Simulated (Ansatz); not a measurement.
CoPtRh in space group P3m1 (No. 156; Co on 1a, Pt on 1b, Rh on 1c), the program Ansatz at the PBE level (PAW), all energies at zero smearing, with the estimated change up to a 700 eV cutoff added, with one set of potentials and settings (totals compare only within such a set). Cell of 3 atoms (1 Co, 1 Pt, 1 Rh): -24053.805 eV.

| element | reference phase | E (eV/atom) |
|---|---|---|
| Co | P6_3/mmc, 2 atoms in the cell, spin-polarised | -5126.1613 |
| Pt | Fm-3m, 1 atoms in the cell | -12524.7059 |
| Rh | Fm-3m, 1 atoms in the cell | -6402.9383 |

Formation energy per atom, worked out: (-24053.805 − 1×(-5126.1613) − 1×(-12524.7059) − 1×(-6402.9383))/3 = 0.000 eV/atom (0 kJ per mol of atoms), at 0 K, without zero-point energy or fitted corrections.

The start of the workflow was typed in or built on a structure type; neither database checked (COD, Materials Project) lists it. Its standing as an ambient phase is unchecked. Symmetry was held in the PBE relaxation; whether a distortion lowers the energy is not shown. Spin order of the final state: ferromagnetic, chosen from 3 collinear starts compared on coarse meshes (ties went to the first, and starts can fall back to one state), not a proven ground state. The references are the lowest solids computed at this level, not always the standard phases. Spin–orbit coupling is left out wherever it is not named.

Potentials: the earlier of the program's two PAW sets.
